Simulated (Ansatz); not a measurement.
CaAl2Ge2 in space group P-3m1 (No. 164; Ca on 1a, Al on 2d, Ge on 2d), DFT-PBE in the program Ansatz with PAW potentials, all energies at zero smearing, with the estimated change up to a 700 eV cutoff added, with one set of potentials and settings (totals compare only within such a set). Cell of 5 atoms (1 Ca, 2 Al, 2 Ge): -11483.805 eV.

```csv
element,reference phase,E (eV/atom)
Ca,"Fm-3m, 1 atoms in the cell",-1816.8597
Al,"Fm-3m, 1 atoms in the cell",-537.5049
Ge,"Fd-3m, 2 atoms in the cell",-4294.9847
```

Formation energy per atom, worked out: (-11483.805 − 1×(-1816.8597) − 2×(-537.5049) − 2×(-4294.9847))/5 = -0.393 eV/atom (-38 kJ per mol of atoms), at 0 K, without zero-point energy or fitted corrections.

The workflow started from an entry of the Crystallography Open Database (COD, 293 K). Whether it is the stable phase at ambient conditions was not checked. The cell was relaxed with PBE under the symmetry of its start; its stability against distortions is not shown here. The references are the lowest solids computed at this level, not always the standard phases.

Potentials: the later of the program's two PAW sets.
